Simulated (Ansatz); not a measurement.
## TiB2 (AlB2 type, space group P6/mmm): scan of one atom of the cell

Relaxed TiB2 (AlB2 type, space group P6/mmm):

```xyz
3
Lattice="3.0247 0.0000 0.0000 -1.5123 2.6195 0.0000 0.0000 0.0000 3.2226" Properties=species:S:1:pos:R:3 pbc="T T T"
Ti     0.0000     0.0000     0.0000
B      0.0000     1.7463     1.6113
B      1.5123     0.8732     1.6113
```

In this cell atom 3 (B, nearest neighbour B at 1.746 Å; its periodic images, 3.0 Å or more away, move with it) is moved by s along Cartesian [110], unit vector (0.707, 0.707, 0.000); all other atoms and the cell stay fixed.

These are r2SCAN (plane waves to 500 eV, PAW, scalar-relativistic; Ansatz, a program for electronic structure) values and carry that method's errors. k mesh 14×14×12 (Γ-centred), Fermi-Dirac smearing 0.05 eV. Energies are smeared free energies. Stress and pressure are positive under compression. Left out: 1 of 11 points, with atoms too close for the PAW data. With partly filled bands, energies and forces of such displacements shift with the k mesh and the smearing. F∥ is the force on the atom along that direction. F⊥ is the part of the force across the line. TiB2 is run without spin polarisation. TiB2 was relaxed with its symmetry unable to fall. ΔE is measured from the undisplaced structure.

```csv
s (Å),ΔE (meV/cell),|F⊥| (eV/Å),F∥ (eV/Å),P (GPa)
-0.520,2287,4.244,8.229,30.9
-0.416,1498,2.630,6.892,20.6
-0.312,861,1.424,5.334,12.0
-0.208,392,0.596,3.667,5.5
-0.104,101,0.140,1.908,1.4
0.000,0,0.000,0.000,0.0
0.104,111,0.140,-2.196,1.5
0.208,476,0.615,-4.938,6.4
0.312,1167,1.521,-8.524,15.2
0.416,2293,3.114,-13.391,28.3
```

Derived quantities:

Energy at s = 0.416 Å: 2293 meV/cell
Force along the line at s = -0.520 Å: 8.23 eV/Å
Symmetry of the curve: not even: the positive side lies higher at ±0.416 Å
Shape of the curve: a single well with its minimum at or next to zero displacement
Force constant k = d²E/ds² at s = 0 (finite differences): 19.4 eV/Å²
Harmonic estimate at the end of the scan: ½ks² = 1680 meV/cell against the computed 2293 meV/cell, so the well is stiffer than harmonic there

The 11 points together took very roughly 5 core-minutes.

(A displaced cell: forces are minus the slopes of the energy, force constants its curvatures, and phonons follow from these.)
